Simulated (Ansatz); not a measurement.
BiS (WC-type structure)

Method: r²SCAN, scalar-relativistic; no spin polarisation; PAW, 500 eV, 10×10×8 k-mesh, Gaussian smearing of 0.05 eV; code Ansatz. The datasets are Ansatz's generated set soft_2.

```
Bi S
1.0
     3.71568    0.00000    0.00000
    -1.85784    3.21787    0.00000
     0.00000    0.00000    4.08685
Bi S
1 1
Direct
  0.00000 0.00000 0.00000
  0.66667 0.33333 0.50000
```

This is a trial structure made by placing the elements on a prototype's sites, so it needn't be the stable form.

Cell and atoms are those of this level's equilibrium.

The cell has space group P-6m2 (read at 0.01 Å). In it the stress is 0.00, 0.00, 0.00, 0.00, 0.00, 0.00 GPa and the largest force component 0.000 eV/Å. Each change below starts from this cell, without further relaxation. Stress is in GPa, positive in compression, in the order xx, yy, zz, yz, xz, xy; energies are counted from the cell above and are free energies with the smearing's entropy, which match forces and stress in a metal.

What stress follows from an engineering strain of -2 % in yz, atoms carried along?

0.08, 0.01, 0.08, 0.21, 0.00, 0.00 GPa; the energy changes by 0.5 meV per cell.
```
atom  Fx (eV/Å)      Fy      Fz
 Bi1      0.000   0.010   0.001
  S2      0.000  -0.010  -0.001
```
The change of the stress over the strain gives a clamped-atom stiffness of about 10.6 GPa for this component.

All atoms and the cell are disturbed at random:
```xyz
2
Lattice="3.7206 0.0377 -0.0555 -1.8276 3.2095 0.0360 -0.0610 0.0105 4.1363" Properties=species:S:1:pos:R:3 pbc="T T T"
Bi    0.0099    0.0119    0.0201
S     1.8307    1.0883    2.0231
```
Give the energy change, the stress and the forces.

6.1 meV per cell; stress -0.57, -0.92, -2.14, 0.13, 0.32, -0.21 GPa.
```tsv
atom	Fx (eV/Å)	Fy	Fz
Bi1	0.050	0.006	0.011
S2	-0.050	-0.006	-0.011
```

1 move too small to change the energy by 0.15 meV is left out.

These numbers lack spin–orbit coupling. The cell is a metal with an odd number of electrons, and spin polarisation wasn't tried.
